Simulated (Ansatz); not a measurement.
Input and command of a plane-wave DFT calculation in Ansatz:

```yaml
crystal:
  lattice:
    - [2.7329693145, 0.0, 0.0]
    - [0.0, 4.7336417083, 0.0]
    - [0.0, 0.0, 4.7653532631]
  atoms:
    - { symbol: Pt, position: [0.5, 0.1666666667, 0.75] }
    - { symbol: Pt, position: [1.0, 0.6666666667, 0.75] }
    - { symbol: Pt, position: [0.0, 0.3333333333, 0.25] }
    - { symbol: Pt, position: [0.5, 0.8333333333, 0.25] }
basis:
  ecutwfc: 500
kpoints:
  mp_grid: { grid: [22, 14, 14] }
hamiltonian:
  xc: r2scan
scf:
  occupations: { method: gaussian, width: 0.15 }
output:
  forces: true
  stress: true
  eigenvalues: true
  write_density: true
  write_potential: true
  elf: true
  volumetric_format: npy
```

```bash
ansatz run input.yaml --threads 2 --pin off --max-ram 5120MiB --backend cpu --events-out ev --progress --plain --runs-dir out
```

Processor: Intel(R) Xeon(R) 6975P-C (Granite Rapids), 2 threads, on a host shared with other jobs.

**Question.** Estimate time, memory and problem size.

**Answer.** About 58 s on 2 threads of Intel(R) Xeon(R) 6975P-C (Granite Rapids), on a shared host, peak memory 1.8 GiB. It solves 44 bands at 768 k points (the mesh reduced by symmetry) with about 1537 plane waves, in 7 SCF iterations.
